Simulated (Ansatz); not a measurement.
GaAs:
```
GaAs
1.0
    0.00000     2.69657     2.69657
    2.69657     0.00000     2.69657
    2.69657     2.69657     0.00000
As Ga
1 1
Cartesian
  0.00000   0.00000   0.00000
  2.69657   2.69657   2.69657
```

Relaxed with PBE. Special points in fractions of this cell's reciprocal vectors: Γ (0.000, 0.000, 0.000); X (0.500, 0.000, 0.500); U (0.625, 0.250, 0.625); K (0.375, 0.375, 0.750); L (0.500, 0.500, 0.500); W (0.500, 0.250, 0.750).

Task: List the band energies nearest the Fermi level at these points for DFT-PBE in the program Ansatz with PAW potentials.

Result: In eV from the Fermi level; about four levels below and three above (degenerate sets whole), none deeper than 8.9 eV; points with the same levels are listed once.

| k | below | above |
|---|---|---|
| Γ | -0.13 | 0.05 0.05 0.05 |
| X | -5.43 -3.60 -2.50 -2.50 | 3.65 10.00 10.00 |
| U | -5.93 -4.84 -1.82 -0.44 | 6.03 6.98 8.34 |
| L | -7.54 | 0.25 0.25 2.68 |
| W | -5.64 -4.30 -4.30 | 2.35 4.09 7.65 7.65 |

Space group Fm-3m (rock salt). The cell is a constructed one: a structure type filled with these elements; neither database checked (COD, Materials Project) lists it. It is not the phase usual at ambient conditions (space group No. 216). Symmetry was held in the PBE relaxation; its stability against distortions is not shown here. Spin–orbit coupling is left out wherever it is not named.

Potentials: the later of the program's two PAW sets.
